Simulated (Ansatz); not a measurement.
Input:

Ga$_{2}$PN:
Space group P3m1 (No. 156); a = b = 3.5527 Å, c = 5.9019 Å, α = β = 90.00°, γ = 120.00°

| atom | site | symmetry | x | y | z |
|---|---|---|---|---|---|
| Ga | 1a | 3m. | 0.0000 | 0.0000 | 0.4673 |
| Ga | 1c | 3m. | 0.6667 | 0.3333 | 0.0384 |
| P | 1a | 3m. | 0.0000 | 0.0000 | 0.8709 |
| N | 1c | 3m. | 0.6667 | 0.3333 | 0.3734 |

This is the PBE-relaxed structure.

Q: All from PBE in the plane-wave PAW code Ansatz, unless another level is named. Give the electronic character.

A: metallic (no gap).

Q: Next, the density of states at the Fermi level?

A: 0.09 states/eV per atom (mean over ±0.08 eV).

Q: Give the formation energy from the elements (no fitted shifts).

A: -0.17 eV/atom.

The start of the workflow was typed in or built on a structure type; neither database checked (COD, Materials Project) lists it. Whether it is the stable phase at ambient conditions was not checked. The PBE relaxation kept the symmetry of its start; its stability against distortions is not shown here. The references are the lowest solids computed at this level, not always the standard phases (solids in place of the gases). Scalar-relativistic: spin–orbit coupling is off unless named, which matters more the heavier the elements.

Potentials: the later of the program's two PAW sets.
